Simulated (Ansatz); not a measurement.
**A vibration from a frozen displacement in MgRh**

All numbers below come from DFT r2SCAN, scalar-relativistic, plane waves, PAW (Ansatz 0.2.0). Cutoff 500 eV, Γ-centred 16×16×16 k-points, Gaussian smearing of 0.15 eV. No spin polarisation. Energies are free energies at this smearing, counted from the undisturbed cell; pressure is positive in compression.

The starting cell (as given, not relaxed at this level; it stands at -1.0 GPa, and it needn't be the usual structure):

```
Mg Rh
1.0
     3.09920    0.00000    0.00000
     0.00000    3.09920    0.00000
     0.00000    0.00000    3.09920
Mg Rh
1 1
Direct
  0.00000 0.00000 0.00000
  0.50000 0.50000 0.50000
```

Every Mg atom is moved by x along the Cartesian unit vector (-1.000, 0.000, 0.000); the cell and all other atoms stay fixed. The cell's volume is 29.77 Å³; the moved atoms weigh 24.305 u together and the others 102.905 u. Some rows repeat others by symmetry and weren't run.

| x (Å) | ΔE (meV/cell) | total force on the moved atoms along the move (eV/Å) | pressure (GPa) |
| --- | --- | --- | --- |
| -0.2000 | 111.91 | 1.1132 | 0.6265 |
| -0.1750 | 85.79 | 0.9765 | 0.2426 |
| -0.1500 | 63.09 | 0.8388 | -0.0920 |
| -0.1250 | 43.85 | 0.7003 | -0.3765 |
| -0.1000 | 28.09 | 0.5610 | -0.6102 |
| -0.0750 | 15.81 | 0.4212 | -0.7926 |
| -0.0500 | 7.03 | 0.2810 | -0.9231 |
| -0.0250 | 1.76 | 0.1406 | -1.0016 |
| 0.0000 | 0.00 | 0.0000 | -1.0277 |
| 0.0250 | 1.76 | -0.1406 | -1.0016 |
| 0.0500 | 7.03 | -0.2810 | -0.9231 |
| 0.0750 | 15.81 | -0.4212 | -0.7926 |
| 0.1000 | 28.09 | -0.5610 | -0.6102 |
| 0.1250 | 43.85 | -0.7003 | -0.3765 |
| 0.1500 | 63.09 | -0.8388 | -0.0920 |
| 0.1750 | 85.79 | -0.9765 | 0.2426 |
| 0.2000 | 111.91 | -1.1132 | 0.6265 |

Task: What frequency belongs to this motion?

Result: The force constant is k = −dF/dx = 5.624 eV/Å², from the parabola through x = -0.0250, 0 and 0.0250. In every cell the moved atoms swing against the rest, so the mass is μ = m₁m₂/(m₁ + m₂) = 19.661 u, and ν̃ = 521.5 cm⁻¹ × √(|k|/μ) = 279 cm⁻¹, at this cell's pressure of -1.0 GPa. To first order in x, and within 1 %, the force on every atom lies along the move and, within each of the two groups, in proportion to the atom's mass, so this is itself a mode at the zone centre of this cell.

Task: How far does the harmonic law reach?

Result: At x = -0.200 Å, kx²/2 = 112.48 meV against the computed 111.91 meV (-0.5 %): the well is still close to harmonic there.

Task: The pressure changes with x². What does that say about the frequency under compression?

Result: With E = k(V)x²/2, k ∝ V^(−2γ) and x scaling with the cell as V^(1/3), P − P0 = −∂E/∂V = (2γ − 2/3) ΔE/V. At x = 0.0500 Å, V(P − P0) = 29.77 × 0.10462 / 160.2 eV = 19.44 meV and ΔE = 7.03 meV, so γ = 1/3 + V(P − P0)/(2ΔE) = 1.72. This is the Grüneisen parameter of the motion under uniform scaling of the cell: shrinking the cell evenly by 1 % in volume raises the frequency by about 1.72 %.

In a metal these slopes depend on the k mesh and the smearing.